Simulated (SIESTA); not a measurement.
**InSb3: energy against volume and a worked fit**

```
CELL_PARAMETERS angstrom
0.00000 3.79455 3.79455
3.79455 0.00000 3.79455
3.79455 3.79455 0.00000
ATOMIC_POSITIONS crystal
Sb 0.50000 0.50000 0.50000
Sb 0.75000 0.75000 0.75000
Sb 0.25000 0.25000 0.25000
In 0.00000 0.00000 0.00000
```

The cell comes from a database or a generator and needn't be the stable form of this composition.

The cell was scaled at fixed shape and fractions and run with SIESTA, files PseudoDojo sr-lda-0.4.1-standard, DZP (energy shift 0.003 Ry; two zetas on semicore shells); LDA, k mesh 6 × 6 × 6 on the cell of 4 atoms, fermi-dirac occupations of 0.05 eV, no spin polarisation, no spin-orbit coupling. Energies are those that the program minimises, any entropy of the smearing included. For a metal such a mesh isn't converged to the digits shown.

```tsv
V (Å³/atom)	energy over the lowest row (meV/atom)
25.6791	0.00
26.2255	0.44
26.7719	5.11
27.3182	?
27.8646	25.33
28.4110	40.18
28.9573	57.65
```

Question: Fit the third-order Birch-Murnaghan form, give V0, B0 and B′, and predict the energy left open.

Answer: With y = (V0/V)^(2/3), E = E0 + (9 V0 B0/16) [(y - 1)³ B′ + (y - 1)² (6 - 4y)]. Least squares through the rows shown give V0 = 25.8964 Å³/atom, E0 = -0.36 meV, B0 = 62.83 GPa (1 eV/Å³ = 160.218 GPa) and B′ = 4.39, with a largest miss of 0.02 meV. At V = 27.3182 the form with these constants gives 13.54 meV; the run gave 13.57 meV an atom.
